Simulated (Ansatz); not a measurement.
This guess for Mg3Te is about to be relaxed.

```cif
data_structure
_symmetry_space_group_name_H-M 'P 1'
_symmetry_Int_Tables_number 1
_cell_length_a 4.6318
_cell_length_b 4.6318
_cell_length_c 4.3697
_cell_angle_alpha 90.000
_cell_angle_beta 90.000
_cell_angle_gamma 90.000
_cell_volume 93.75
loop_
_atom_site_label
_atom_site_type_symbol
_atom_site_fract_x
_atom_site_fract_y
_atom_site_fract_z
_atom_site_occupancy
Mg1 Mg 0.00000 0.50000 0.50000 1
Mg2 Mg 0.50000 0.00000 0.50000 1
Mg3 Mg 0.50000 0.50000 0.00000 1
Te1 Te 0.00000 0.00000 0.00000 1
```

Method: DFT PBE, scalar-relativistic, plane waves, PAW in Ansatz 0.2.0. Cutoff 420 eV, Gaussian smearing, Γ-centred meshes. Cell and atoms relax on a converged mesh. In metals the finer mesh still leaves noise of several meV/atom or more. The steps can't lower the symmetry of their start. No spin polarisation.

A guess keeps its type if space group and coordination stay and the shape of the cell changes little (axis ratios within about 15 %, angles within 6°); the volume may change.

Q: Will the relaxed cell still be of the starting type?

A: It keeps its type. The symmetry stays P4/mmm (No. 123). The volume per atom grows by 4.8 %, from 23.4 to 24.6 Å³. The shortest distance goes from 3.18 Å (Mg–Te and Mg–Mg) to 3.22 Å (Mg–Te and Mg–Mg). The ratio c/a of the conventional cell changes by a factor of 0.97. Counting neighbours within 15 % of an atom's shortest distance, the start has Mg 12, Te 12 and the end Mg 12, Te 12.

The last run used a 10×10×10 mesh for its 4-atom cell and Gaussian smearing of 0.10 eV. These runs have no spin–orbit coupling, which can matter for Te. Symmetry constrained the relaxation, so the result can be a saddle point.
